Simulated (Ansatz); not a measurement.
TiTe2 (CdI2 type)

```
CELL_PARAMETERS angstrom
      3.78396     0.00000     0.00000
     -1.89198     3.27701     0.00000
      0.00000     0.00000     6.60161
ATOMIC_POSITIONS crystal
  Ti 0.00000 0.00000 0.00000
  Te 0.33333 0.66667 0.25685
  Te 0.66667 0.33333 0.74315
```

This relaxed cell (volume V₀) is scaled evenly in all directions, its shape held. The atoms relax within the cell's symmetry.

Method: r2SCAN+rVV10 (plane waves to 500 eV, PAW, scalar-relativistic; Ansatz, an electronic-structure program). k mesh 14×14×7 (Γ-centred), Fermi-Dirac smearing 0.05 eV. E stands for the smeared free energy. Compression counts positive. With the shape held, the modulus is that of even scaling; a crystal free to change shape is softer. Spin-orbit coupling is left out, though Te is heavy. TiTe2 is run without spin polarisation. TiTe2 was relaxed with its symmetry unable to fall. The zero of ΔE is the relaxed starting cell. The last digit holds for this mesh only.

| V (Å³/atom) | ΔE (meV/atom) |
|---|---|
| 22.921 | 107.4 |
| 23.794 | 63.6 |
| 24.667 | withheld |
| 25.541 | 13.7 |
| 26.414 | 3.2 |
| 27.287 | 0.0 |
| 28.160 | 2.8 |
| 29.033 | 10.4 |
| 29.906 | 22.1 |
| 30.780 | 37.0 |
| 31.653 | 54.5 |

**Question.** Fit a third-order Birch-Murnaghan form (E₀, V₀, B₀, B₀′ free) to the given rows and predict ΔE at V = 24.667.

**Answer.** Least squares on the 10 given rows: ΔE = E₀ + (9V₀B₀/16)·y²·[2 + (B₀′ − 4)y], y = (V₀/V)^(2/3) − 1, with V₀ = 27.289 Å³/atom, B₀ = 34.15 GPa (160.2 GPa = 1 eV/Å³; the term in eV is multiplied by 1000), B₀′ = 5.29, E₀ = 0.00 meV/atom; root-mean-square residual 0.02 meV/atom. At 24.667 the fit gives 33.2 meV/atom; the calculation gives 33.2 meV/atom, the same to the digits shown. For the pressure the fit gives 4.5 GPa against the computed 4.5 GPa.

(A scan under strain: stresses follow from slopes of the energy per volume, elastic moduli from its curvatures.)
